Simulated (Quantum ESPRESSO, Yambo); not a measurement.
For Zn2P2O7 (space group C2/m, No. 12), Yambo gives the independent-particle static dielectric constant along x as 3.34 on PBEsol bands and 2.92 after a scissor of 2.37 eV widens every gap (4×4×4 mesh, 117 bands, 3 Ry local-field block, 0.2 eV broadening). Axes are Cartesian, with cell vectors (Å) (3.33, -4.19, 0.00), (3.33, 4.19, 0.00), (-1.16, 0.00, 4.41).

Question: A scissor keeps the position matrix elements. In a one-oscillator model, how does ε − 1 scale, and what mean transition energy do the two values imply?

Answer: Each transition adds |r|²/E to ε − 1, so ε − 1 ∝ 1/(E0 + Δ). Then (2.92 − 1)/(3.34 − 1) = E0/(E0 + Δ) = 0.821, and E0 = Δ(ε' − 1)/(ε − ε') = 10.8 eV. The computed Im ε, weighted by 1/E up to 20 eV, has its mean at 10.9 eV; the smallest direct PBEsol gap is 4.11 eV. The scissor comes from a G0W0 run whose convergence isn't established. Convergence of the RPA response with its 4×4×4 mesh was not tested.

Bands from Quantum ESPRESSO.

Geometry of the Materials Project entry, not relaxed at this level; primitive cell a = 5.353 Å, b = 5.353 Å, c = 4.558 Å, α = 99.10°, β = 99.10°, γ = 103.17°.

The structure is a Materials Project entry; no match was found in the copy of COD used, and its stability was not checked.

With a shallow 3d shell G0W0 needs far more bands and larger blocks than here, so the scissor is uncertain by tenths of an eV or more.
